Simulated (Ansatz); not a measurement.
Consider the following.

GaN (wurtzite)

```yaml
crystal:
  lattice:
    - [3.18312, 0.00000, 0.00000]
    - [-1.59156, 2.75667, 0.00000]
    - [0.00000, 0.00000, 5.18375]
  atoms:
    - { symbol: Ga, position: [0.66667, 0.33333, 0.00099] }
    - { symbol: Ga, position: [0.33333, 0.66667, 0.50099] }
    - { symbol: N, position: [0.66667, 0.33333, 0.62421] }
    - { symbol: N, position: [0.33333, 0.66667, 0.12421] }
```

Equation-of-state scan: isotropic scaling of the cell above, V₀ being its volume. The atoms relax within the cell's symmetry.

These are r2SCAN (plane waves to 500 eV, PAW, scalar-relativistic; Ansatz, a quantum-chemistry and plane-wave program) values and carry that method's errors. k mesh 12×12×7 (Γ-centred), Fermi-Dirac smearing 0.05 eV. The energy includes the smearing's −TS. Stress and pressure are positive under compression. With the shape held, the modulus is that of even scaling; a crystal free to change shape is softer. GaN was relaxed with its symmetry unable to fall. The zero of ΔE is the relaxed starting cell.

The scan covers V/V₀ from 0.900 to 1.100 in 13 points.

Task: What pressure does the cell carry at V/V₀ = 0.900?

Result: 26.0 GPa.

Task: What is ΔE at V/V₀ = 1.100?

Result: 59.0 meV/atom.

Task: What is ΔE at V/V₀ = 0.900?

Result: 84.0 meV/atom.

(A scan under strain: stresses follow from slopes of the energy per volume, elastic moduli from its curvatures.)
